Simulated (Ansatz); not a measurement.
## SrMg: two-dimensional strain map

All numbers below come from DFT r2SCAN, scalar-relativistic, plane waves, PAW in Ansatz 0.2.0. The runs took a 500 eV cutoff, a Γ-centred 12×12×12 mesh and Gaussian smearing (0.15 eV). No spin polarisation. Energies are free energies at this smearing, counted from the undisturbed cell; pressure is positive in compression.

Reference structure (as given, not relaxed at this level; it stands at 6.6 GPa, and it needn't be the usual structure):

```xyz
2
Lattice="3.9000 0.0000 0.0000 0.0000 3.9000 0.0000 0.0000 0.0000 3.9000" Properties=species:S:1:pos:R:3 pbc="T T T"
Sr    1.9500    1.9500    1.9500
Mg    0.0000    0.0000    0.0000
```

The cell is strained by p along both x and y and by q along z, fractional coordinates fixed. Points are written (p, q).

Energy above the undisturbed cell in meV/atom (a dash: not computed):

```csv
p \ q,-0.030,-0.015,0.000,0.015,0.030
-0.030,140.9,113.2,87.8,64.7,43.6
-0.015,87.1,62.6,40.3,20.1,1.8
0.000,41.1,19.5,0.0,-17.5,-33.2
0.015,2.2,-16.8,-33.7,-48.6,-61.8
0.030,-30.0,-46.7,-61.2,-73.8,-84.6
```

Pressure in GPa:

```csv
p \ q,-0.030,-0.015,0.000,0.015,0.030
-0.030,11.1,10.2,9.4,8.7,8.0
-0.015,9.4,8.7,8.0,7.3,6.7
0.000,8.0,7.3,6.6,6.0,5.5
0.015,6.7,6.1,5.5,4.9,4.4
0.030,5.5,4.9,4.4,3.9,3.4
```